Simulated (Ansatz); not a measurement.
Values for one crystal, relaxed and computed with DFT-r²SCAN in the program Ansatz with PAW potentials; other levels are named.

| Item | Value |
|---|---|
| Volume per atom | 16.37 Å³ |
| Band gap | 3.63 eV (direct) |
| Mechanical stability | stable (all eigenvalues of C positive) |
| Hill bulk and shear moduli | 94.0 and 36.1 GPa |
| Bulk modulus (Birch–Murnaghan fit) | 93.6 GPa |
| Elastic constants (relaxed ions, GPa) | C11 = 125, C12 = 96.7, C13 = 49.9, C33 = 207, C44 = 63.7 |
| Young's modulus | 96.0 GPa |

### Question
Pick the material that matches.
(A) BaTiO3, P4mm (Ba on 1b, Ti on 1a, O on 2c, O on 1a)
(B) HfO2, fluorite
(C) ZnO, wurtzite
(D) CaO, P6_3/mmc (Ca on 2d, O on 2c)

### Answer
D, CaO, P6_3/mmc (Ca on 2d, O on 2c)

The start of the workflow was typed in or built on a structure type; the Crystallography Open Database copy checked does not list it. It is not the phase usual at ambient conditions (space group No. 225). The r²SCAN relaxation kept the symmetry of its start; its stability against distortions is not shown here.

Potentials: the earlier of the program's two PAW sets.
